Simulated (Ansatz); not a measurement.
Given:

VN:
```
CELL_PARAMETERS angstrom
      2.69701     0.00000     0.00000
     -1.34851     2.33568     0.00000
      0.00000     0.00000     5.22235
ATOMIC_POSITIONS crystal
  V  0.00000 0.00000 0.00000
  V  0.00000 0.00000 0.50000
  N  0.66667 0.33333 0.75000
  N  0.33333 0.66667 0.25000
```

This is the LDA-relaxed structure. Cartesian axes are those of the cell as given.

**Question.** All from LDA (plane waves, PAW; program Ansatz), unless another level is named. Predict the bulk modulus (Birch–Murnaghan fit).

**Answer.** 3670 kbar.

**Question.** What about the highest zone-centre frequency?

**Answer.** 658 cm⁻¹.

**Question.** Predict the elastic constants (relaxed ions, GPa).

**Answer.** C11 = 603, C12 = 215, C13 = 216, C33 = 904, C44 = 336.

Space group P6_3/mmc (NiAs type). The workflow started from a Materials Project entry (that database holds measured and hypothetical structures alike); the Crystallography Open Database copy checked does not list it. It is not the phase usual at ambient conditions (space group No. 225). The cell was relaxed with LDA under the symmetry of its start; of distortions, only those at the zone centre were tested. No spin polarisation was allowed. As this level gives no gap, shear constants depend on the k-mesh and smearing (Fermi–Dirac, 0.1 eV here). As this level gives no gap, phonon frequencies hold no LO–TO term and depend on the k-mesh and smearing (Fermi–Dirac, 0.1 eV here). On the denser mesh and wider smearing of the elastic run this cell carries a stress of 0.7 GPa.

Potentials: the later of the program's two PAW sets.
